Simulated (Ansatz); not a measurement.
**A run on Ti5Si that went wrong**

The input below was meant for crystalline Ti5Si, with PBE, plane waves and PAW in Ansatz.

```yaml
crystal:
  lattice:
    - [2.5228393509, 1.4565619783, 4.4409048145]
    - [-2.5228393509, 1.4565619783, 4.4409048145]
    - [0.0, -2.9131239567, 4.4409048145]
  atoms:
    - { symbol: Ti, position: [0.15143967, 0.15143967, 0.15143967] }
    - { symbol: Ti, position: [0.60535, 0.39465, 0.0] }
    - { symbol: Ti, position: [0.0, 0.60535, 0.39465] }
    - { symbol: Ti, position: [0.84856033, 0.84856033, 0.84856033] }
    - { symbol: Ti, position: [0.39465, 0.0, 0.60535] }
    - { symbol: Si, position: [0.5, 0.5, 0.5] }
basis:
  ecutwfc: 420
kpoints:
  mp_grid: { grid: [12, 12, 12] }
hamiltonian:
  xc: hse
scf:
  occupations: { method: gaussian, width: 0.1 }
output:
  forces: true
  stress: true
  eigenvalues: true
```

Command:

```bash
ansatz run input.yaml --threads 1 --pin off --max-ram 2560MiB --backend cpu --events-out ev --progress --plain --runs-dir out
```

Output, shortened:

```text
Error: YAML parse error: error: line 18 column 7: hamiltonian.xc: unknown variant `hse`, expected one of `lda`, `lda-pw`, `pw92`, `pbe`, `pbesol`, `rpbe`, `revpbe`, `blyp`, `pbe0`, `revpbe0`, `b3lyp`, `b3lyp5`, `hse06`, `wpbeh`, `hiss`, `lc_wpbe`, `cam_b3lyp`, `hf`, `r2scan`, `r2scanh`, `r2scan0`, `r2scan50`
  --> <input>:18:7
   |
16 |   mp_grid: { grid: [12, 12, 12] }
17 | hamiltonian:
18 |   xc: hse
   |       ^ hamiltonian.xc: unknown variant `hse`, expected one of `lda`, `lda-pw`, `pw92`, `pbe`, `pbesol`, `rpbe`, `revpbe`, `blyp`, `pbe0`, `revpbe0`, `b3lyp`, `b3lyp5`, `hse06`, `wpbeh`, `hiss`, `lc_wpbe`, `cam_b3lyp`, `hf`, `r2scan`, `r2scanh`, `r2scan0`, `r2scan50`
19 | scf:
20 |   occupations: { method: gaussian, width: 0.1 }
   |
```

**Question.** Why did this happen?

**Answer.** The fault is a functional's name that the program doesn't know. The name isn't in the program's list. The cure is a listed name.

Mended input, as a difference:

```diff
 hamiltonian:
-  xc: hse
+  xc: pbe
```

Result of the mended run: a pressure of 0.02 GPa, a largest force of 0.027 eV/Å, no gap.

The mended run took 74 s on 1 thread of Intel(R) Xeon(R) Platinum 8259CL CPU @ 2.50GHz (Skylake/Cascade Lake), with other jobs on the host, peak memory 0.79 GiB.